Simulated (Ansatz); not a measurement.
Sc:
```yaml
crystal:
  lattice:
    - [3.29063, 0.00000, 0.00000]
    - [-1.64532, 2.84977, 0.00000]
    - [0.00000, 0.00000, 10.50263]
  atoms:
    - { symbol: Sc, position: [0.00000, 0.00000, 0.00000] }
    - { symbol: Sc, position: [0.00000, 0.00000, 0.50000] }
    - { symbol: Sc, position: [0.33333, 0.66667, 0.25000] }
    - { symbol: Sc, position: [0.66667, 0.33333, 0.75000] }
```

Relaxed with PBE. Special points in fractions of this cell's reciprocal vectors: Γ (0.000, 0.000, 0.000); M (0.500, 0.000, 0.000); K (0.333, 0.333, 0.000); A (0.000, 0.000, 0.500); L (0.500, 0.000, 0.500); H (0.333, 0.333, 0.500).

List the band energies nearest the Fermi level at these points for PBE (plane waves, PAW; program Ansatz).

In eV from the Fermi level; about four levels below and three above (degenerate sets whole), none deeper than 8.9 eV; points with the same levels are listed once.

| k | below | above |
|---|---|---|
| Γ | -5.16 -3.67 -3.66 -1.70 | 0.41 0.82 0.88 |
| M | -1.19 -0.49 -0.35 -0.31 | 0.19 0.86 1.23 |
| K | -0.46 -0.46 -0.30 -0.30 -0.15 | 0.25 0.53 0.53 |
| A | -4.76 -4.76 -2.33 -2.33 | 0.43 0.43 1.44 1.44 |
| L | -0.44 -0.44 -0.02 -0.02 | 1.22 1.22 1.49 1.49 |
| H | -0.49 -0.49 -0.35 -0.35 | 0.59 0.59 0.68 0.68 |

Space group P6_3/mmc (dhcp (α-La type)). The start of the workflow was typed in or built on a structure type. Its sites differ from those of the usual phase in this space group: another stacking or structure type. The cell was relaxed with PBE under the symmetry of its start; its stability against distortions is not shown here. The run is not spin-polarised.

Potentials: the later of the program's two PAW sets.
